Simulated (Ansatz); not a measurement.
CdO (rock salt): values from a third-order Birch-Murnaghan fit to a volume scan beside measured ones. Computed values: PBE (plane waves to 420 eV, PAW, scalar-relativistic; Ansatz, a first-principles code). CdO was relaxed with its symmetry unable to fall.

| quantity | reference | kind |
|---|---|---|
| Lattice constant a (Å) | 4.696 | measured, room temperature or unstated |
| Bulk modulus B₀ (GPa) | 147 | measured, room temperature or unstated |

References as given in: Priya Gopal, Marco Fornari, Stefano Curtarolo et al., Physical Review B (2015), doi:10.1103/physrevb.91.245202. Values not taken to low temperature hold thermal and zero-point shifts that a static calculation lacks, so small differences there are no errors of the method.

**Question.** What does PBE give, and how far is that from the reference?

**Answer.** 
| quantity | PBE | difference |
|---|---|---|
| Lattice constant a (Å) | 4.768 | +1.5 % |
| Bulk modulus B₀ (GPa) | 126 | -14.5 % |



(Under strain, the slope of the energy per volume gives the stress and its curvature an elastic modulus.)
